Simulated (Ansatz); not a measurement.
**CuSn, first-principles data**

CuSn:
```xyz
4
Lattice="4.1204 0.0000 0.0000 -2.0602 3.5684 0.0000 0.0000 0.0000 4.9743" Properties=species:S:1:pos:R:3 pbc="T T T"
Cu     0.0000     0.0000     0.0000
Cu     0.0000     0.0000     2.4872
Sn     0.0000     2.3789     1.2436
Sn     2.0602     1.1895     3.7308
```

Space group P6_3/mmc (No. 194), NiAs type; conventional cell a = b = 4.1204 Å, c = 4.9743 Å, α = β = 90.00°, γ = 120.00°.

Method: the program Ansatz at the PBEsol level (PAW). Geometry: relaxed at this level of theory. Other levels are named where they apply.

Cell and energy:

```
Property                                                       Result
-----------------------------------------------------  --------------
Volume per atom                                              18.28 Å³
Density                                                    8.28 g/cm³
Formation energy from the elements (no fitted shifts)  -0.050 eV/atom
```

Electronic structure:

```
Property                                                                     Value
------------------------------------  --------------------------------------------
Electronic character                                             metallic (no gap)
Density of states at the Fermi level  0.32 states/eV per atom (mean over ±0.08 eV)
Gap with spin–orbit coupling                                       none (metallic)
```

Mechanics:

```
Item                                                                                             Value
--------------------------------------------  --------------------------------------------------------
Bulk modulus (Birch–Murnaghan fit)                                                            91.7 GPa
Pressure derivative B′                                                                             5.2
Elastic constants (relaxed ions, GPa)         C11 = 135, C12 = 84.0, C13 = 55.0, C33 = 171, C44 = 56.3
Mechanical stability                                            stable (all eigenvalues of C positive)
Hill bulk and shear moduli                                                           92.1 and 41.1 GPa
Young's modulus                                                                                107 GPa
Poisson's ratio                                                                                   0.31
Debye temperature from the elastic constants                                                     281 K
```

Phonons:

```
Item                                            Value
-----------------------------  ----------------------
Highest zone-centre frequency                237 cm⁻¹
Zone-centre stability          no imaginary mode at Γ
```

The workflow started from a Materials Project entry (that database holds measured and hypothetical structures alike); the Crystallography Open Database files this formula in space group No. 194, but the cells were not matched. Whether it is the stable phase at ambient conditions was not checked. Symmetry was held in the PBEsol relaxation. The run is not spin-polarised. As this level gives no gap, shear constants depend on the k-mesh and smearing (Fermi–Dirac, 0.1 eV here). As this level gives no gap, phonon frequencies hold no LO–TO term and depend on the k-mesh and smearing (Fermi–Dirac, 0.1 eV here). Axis ratios of metals converge slowly with the k-mesh, so a and c are less sure than the volume. The references are the lowest solids computed at this level, not always the standard phases. Scalar-relativistic: spin–orbit coupling is off unless named, which matters more the heavier the elements.

Potentials: the later of the program's two PAW sets.
